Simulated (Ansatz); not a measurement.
Consider the following.

GaN:
```
CELL_PARAMETERS angstrom
      3.12461     0.00000     0.00000
     -1.56230     2.70599     0.00000
      0.00000     0.00000     7.37131
ATOMIC_POSITIONS crystal
  Ga 0.50000 0.00000 0.50000
  Ga 0.00000 0.50000 0.16667
  Ga 0.50000 0.50000 0.83333
  N  0.50000 0.00000 0.00000
  N  0.00000 0.50000 0.66667
  N  0.50000 0.50000 0.33333
```

This is the r²SCAN-relaxed structure.

All from plane-wave PAW r²SCAN (Ansatz code), unless another level is named. Estimate the smallest direct gap on the standard path.

1.94 eV.

And the gap with spin–orbit coupling?

1.89 eV.

Predict the electron effective mass with spin–orbit coupling.

0.15, 0.15, 0.16 mₑ (principal values).

Next, the weight of the conduction-edge state by species (Voronoi cells)?

Ga 51 %, N 49 %.

What about the conduction-band minimum?

at Γ.

Space group P6_222. The start of the workflow was typed in or built on a structure type; neither database checked (COD, Materials Project) lists it. It is not the phase usual at ambient conditions (space group No. 186, 216). Symmetry was held in the r²SCAN relaxation; its stability against distortions is not shown here. Scalar-relativistic: spin–orbit coupling is off unless named, which matters more the heavier the elements.

Potentials: the later of the program's two PAW sets.
